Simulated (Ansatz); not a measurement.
# What DFT gives for AsPtS

```xyz
12
Lattice="5.9509 0.0000 0.0000 0.0000 5.9509 0.0000 0.0000 0.0000 5.9509" Properties=species:S:1:pos:R:3 pbc="T T T"
Pt    5.9491    5.9491    5.9491
Pt    2.9772    0.0018    2.9737
Pt    2.9737    2.9772    0.0018
Pt    0.0018    2.9737    2.9772
As    3.6473    3.6473    3.6473
As    5.2790    2.3036    0.6719
As    0.6719    5.2790    2.3036
As    2.3036    0.6719    5.2790
S     2.3322    2.3322    2.3322
S     0.6433    3.6187    5.3076
S     5.3076    0.6433    3.6187
S     3.6187    5.3076    0.6433
```

Method: r2SCAN, no spin polarisation; PAW, plane waves to 500 eV, 6×6×6 Γ-centred mesh, fermi-dirac occupations (width 0.1 eV) (Ansatz 0.2.0), atoms fixed.

(1) Is the cell too large or too small?

(2) Describe some of the short contacts.

(3) Which element gives electrons and which takes them?

(4) Metal or insulator?

(5) Which atom feels the largest force, and which way?

Origin: a known structure type with other elements, at an estimated volume, so it need not be a known compound. Caveats: many states at the Fermi level without spin polarisation, so a magnetic state may lie lower.

## Answers

(1) The pressure is 2.5 GPa (compression positive), so with the atoms held at these fractions the cell would first expand.

(2) As–S at 2.28 Å: least valence density 0.70 e/Å³ and ELF 0.69 there. Pt–As at 2.49 Å: least valence density 0.59 e/Å³ and ELF 0.56 there. Pt–S at 2.50 Å: least valence density 0.51 e/Å³ and ELF 0.34 there. Both are smooth PAW fields, read partly inside the augmentation spheres.

(3) Bader charges in e: As +0.52, Pt -0.03, S -0.48. In the mean As gives up most and S takes most.

(4) It is a metal, with about 5.6 states/eV a cell as the mean within 0.25 eV of the Fermi level, mostly Pt d (43 %), S p (25 %) and As p (16 %).

(5) The largest is on As5 (and as large on other atoms): 0.27 eV/Å, components (0.16, 0.16, 0.16). It makes 180° with the line to a nearest neighbour, S9 at 2.28 Å, pointing away from it.
